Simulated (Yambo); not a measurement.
CaCd2As2 (space group P-3m1, No. 164), G0W0@LDA in Yambo; all else as in the reference (3×3×2 Γ-centred k mesh, bands 10 to 192 and a 7 Ry block in the screening, 192 bands in G with the Bruneval-Gonze terminator, plasmon pole fitted at 27.2 eV). One parameter is varied: the cutoff of the exchange sum, over 5, 10, 20, 40, 102 Ry.

Problem. From which value on does the gap Γ → Γ stay within 0.05 eV of the largest setting?

Solution. From 40 Ry on.
```tsv
cutoff of the exchange sum (Ry)	G0W0 gap (eV)	valence shift (eV)
5	0.85	0.92
10	0.86	0.18
20	0.81	-0.31
40	0.89	-0.54
102	0.92	-0.58
```
The last step of the sweep still moves the gap by 30 meV; the other settings are held fixed.

The standard potential for As keeps a d shell in the valence without the s and p states of that shell. In tests on such compounds this moved G0W0 gaps by up to about 0.9 eV, so absolute quasiparticle energies here are unreliable; differences between settings are what counts.

Spin-orbit coupling is not included.

Geometry of the Materials Project entry, not relaxed at this level; primitive cell a = b = 4.4139 Å, c = 7.2061 Å, α = β = 90.00°, γ = 120.00°.

A shift is the quasiparticle energy of the state minus its LDA energy.
